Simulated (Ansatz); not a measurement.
CdNi3N (anti-perovskite, Pm-3m) under volume change, plane-wave PAW PBEsol (Ansatz code), scaled uniformly.

```
V (Å³/atom)  E − E(relaxed) (meV/atom)  P (GPa)
-----------  -------------------------  -------
9.965                                ?        ?
10.293                            29.2    15.16
10.622                             6.9     6.92
10.950                             0.0    -0.01
11.279                             6.2    -5.83
11.607                            23.3   -10.72
11.936                               ?        ?
```

**Question.** Complete the blanks.

**Answer.** 
- 11.936, E − E(relaxed) (meV/atom): 49.6
- 11.936, P (GPa): -14.81
- 9.965, E − E(relaxed) (meV/atom): 70.1
- 9.965, P (GPa): 24.98

**Question.** What does a third-order Birch–Murnaghan fit give for V₀, B₀ and B′?

**Answer.** V₀ = 10.95 Å³/atom, B₀ = 211 GPa, B′ = 4.8.

The workflow started from an entry of the Crystallography Open Database (COD). Whether it is the stable phase at ambient conditions was not checked. The cell was relaxed with PBEsol under the symmetry of its start; its stability against distortions is not shown here. The workflow began spin-polarised and lost its moments.

Potentials: the later of the program's two PAW sets.
